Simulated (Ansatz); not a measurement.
An elastic tensor (GPa, Voigt order, standard axes) from the program Ansatz at the PBEsol level (PAW):

```
 342  82.6  82.6   0.0   0.0   0.0
82.6   342  82.6   0.0   0.0   0.0
82.6  82.6   342   0.0   0.0   0.0
 0.0   0.0   0.0  92.4   0.0   0.0
 0.0   0.0   0.0   0.0  92.4   0.0
 0.0   0.0   0.0   0.0   0.0  92.4
```

Pick the material that matches.
A. CaO, rock salt
B. WO3, ReO3 type
C. BaHfO3, cubic perovskite
D. NaPt3O4, Pm-3n (Na on 2a, Pt on 6c, O on 8e)

C, BaHfO3, cubic perovskite

Space group Pm-3m (cubic perovskite). The PBEsol relaxation kept the symmetry of its start. The run is not spin-polarised. Scalar-relativistic: spin–orbit coupling is off unless named, which matters more the heavier the elements.

Potentials: the earlier of the program's two PAW sets. The files were generated under PBE; for other functionals the program regenerates the frozen cores, and for LDA and PBEsol the local potential too.
